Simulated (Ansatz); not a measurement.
MgS:
Space group Fm-3m (No. 225); a = b = c = 5.205 Å, α = β = γ = 90.00°

| atom | site | symmetry | x | y | z |
|---|---|---|---|---|---|
| Mg | 4a | m-3m | 0.0000 | 0.0000 | 0.0000 |
| S | 4b | m-3m | 0.5000 | 0.5000 | 0.5000 |
(The calculation used a cell of 2 atoms; values per cell refer to that cell.)

This is the r²SCAN-relaxed structure.

Problem. All from r²SCAN in the plane-wave PAW code Ansatz, unless another level is named. Estimate the zero-point energy.

Solution. 42.4 meV/atom.

Problem. Next, the Poisson's ratio?

Solution. 0.21.

Problem. Next, the elastic constants (relaxed ions, GPa)?

Solution. C11 = 152, C12 = 43.9, C44 = 60.1.

Symmetry was held in the r²SCAN relaxation; phonons on a q-mesh show no instability.

Potentials: the earlier of the program's two PAW sets.
